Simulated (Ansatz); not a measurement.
AgBr (rock salt)

```cif
data_Ag4Br4
_chemical_formula_sum 'Br4 Ag4'
_space_group_name_H-M_alt 'Fm-3m'
_space_group_IT_number 225
_space_group_name_Hall '-F 4 2 3'
_cell_length_a 5.84086
_cell_length_b 5.84086
_cell_length_c 5.84086
_cell_angle_alpha 90.000
_cell_angle_beta 90.000
_cell_angle_gamma 90.000
loop_
_atom_site_label
_atom_site_type_symbol
_atom_site_symmetry_multiplicity
_atom_site_Wyckoff_symbol
_atom_site_fract_x
_atom_site_fract_y
_atom_site_fract_z
_atom_site_occupancy
Br1 Br 4 a 0.00000 0.00000 0.00000 1
Ag1 Ag 4 b 0.50000 0.50000 0.50000 1
```
(The calculation used a cell of 2 atoms; values per cell refer to that cell.)

Grid over V/V₀ and (c/a)/(c/a)₀, subscript 0 meaning the relaxed cell; the conventional c axis lies along z; no internal relaxation.

Computed with PBE (plane waves to 420 eV, PAW, scalar-relativistic; Ansatz, an electronic-structure program). k mesh 10×10×10 (Γ-centred), Fermi-Dirac smearing 0.05 eV. Compression counts positive. AgBr was relaxed with its symmetry unable to fall.

Changes of σxx (GPa) from the point V/V₀ = 1.000, (c/a)/(c/a)₀ = 1.000 when one coordinate moves alone (two changes are said to add if the coupling is within 5 % of the smaller one, nearly so within 20 %):

```json
[
 {"point": "V/V₀ = 1.000, (c/a)/(c/a)₀ = 0.960", "change": "-0.167"},
 {"point": "V/V₀ = 1.000, (c/a)/(c/a)₀ = 0.973", "change": "-0.136"},
 {"point": "V/V₀ = 1.000, (c/a)/(c/a)₀ = 0.987", "change": "-0.081"},
 {"point": "V/V₀ = 0.920, (c/a)/(c/a)₀ = 1.000", "change": "4.041"},
 {"point": "V/V₀ = 0.947, (c/a)/(c/a)₀ = 1.000", "change": "2.460"},
 {"point": "V/V₀ = 0.973, (c/a)/(c/a)₀ = 1.000", "change": "1.126"},
 {"point": "V/V₀ = 1.027, (c/a)/(c/a)₀ = 1.000", "change": "-0.950"},
 {"point": "V/V₀ = 1.053, (c/a)/(c/a)₀ = 1.000", "change": "-1.751"},
 {"point": "V/V₀ = 1.080, (c/a)/(c/a)₀ = 1.000", "change": "-2.425"},
 {"point": "V/V₀ = 1.000, (c/a)/(c/a)₀ = 1.013", "change": "0.106"},
 {"point": "V/V₀ = 1.000, (c/a)/(c/a)₀ = 1.027", "change": "0.238"},
 {"point": "V/V₀ = 1.000, (c/a)/(c/a)₀ = 1.040", "change": "0.396"}
]
```

Problem. What is the change at V/V₀ = 0.920, (c/a)/(c/a)₀ = 0.960, where both move, and how far is it from the sum?

Solution. The sum of the single changes is 4.041 + (-0.167) = 3.874; the calculation gives 3.546, so the coupling contributes -0.328 (over 20 % of the smaller single change, not additive).

Problem. Do the two effects add at V/V₀ = 0.947, (c/a)/(c/a)₀ = 0.973? Give the computed change.

Solution. The sum of the single changes is 2.460 + (-0.136) = 2.324; the calculation gives 2.185, so the coupling contributes -0.139 (over 20 % of the smaller single change, not additive).

Problem. Do the two effects add at V/V₀ = 1.080, (c/a)/(c/a)₀ = 0.973? Give the computed change.

Solution. The sum of the single changes is -2.425 + (-0.136) = -2.561; the calculation gives -2.417, so the coupling contributes 0.144 (over 20 % of the smaller single change, not additive).

(A scan under strain: stresses follow from slopes of the energy per volume, elastic moduli from its curvatures.)
